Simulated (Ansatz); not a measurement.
Input and command of a plane-wave DFT calculation in Ansatz:

```yaml
crystal:
  lattice:
    - [4.2860948229, 0.0, 0.0]
    - [0.0, 4.2860948229, 0.0]
    - [0.0, 0.0, 10.9898489716]
  atoms:
    - { symbol: Sn, position: [0.5, 0.0, 0.3895926387] }
    - { symbol: Sn, position: [0.0, 0.5, 0.6286059735] }
    - { symbol: Se, position: [0.5, 0.0, 0.6150878825] }
    - { symbol: Se, position: [0.0, 0.5, 0.3849121175] }
basis:
  ecutwfc: 500
kpoints:
  mp_grid: { grid: [6, 6, 4] }
hamiltonian:
  xc: r2scan
scf:
  occupations: { method: gaussian, width: 0.05 }
output:
  forces: true
  stress: true
  eigenvalues: true
```

```bash
ansatz run input.yaml --threads 1 --pin off --max-ram 2560MiB --backend cpu --events-out ev --progress --plain --runs-dir out
```

Processor: Intel(R) Xeon(R) Platinum 8488C (Sapphire Rapids), 1 thread, on a host shared with other jobs.

Problem. Estimate time, memory and problem size.

Solution. About 25 s on 1 thread of Intel(R) Xeon(R) Platinum 8488C (Sapphire Rapids), with other jobs on the host, peak memory 0.83 GiB. It solves 36 bands at 30 k points (the mesh reduced by the symmetry that the task leaves, which can be less than the crystal's) with about 5113 plane waves, in 8 SCF iterations.
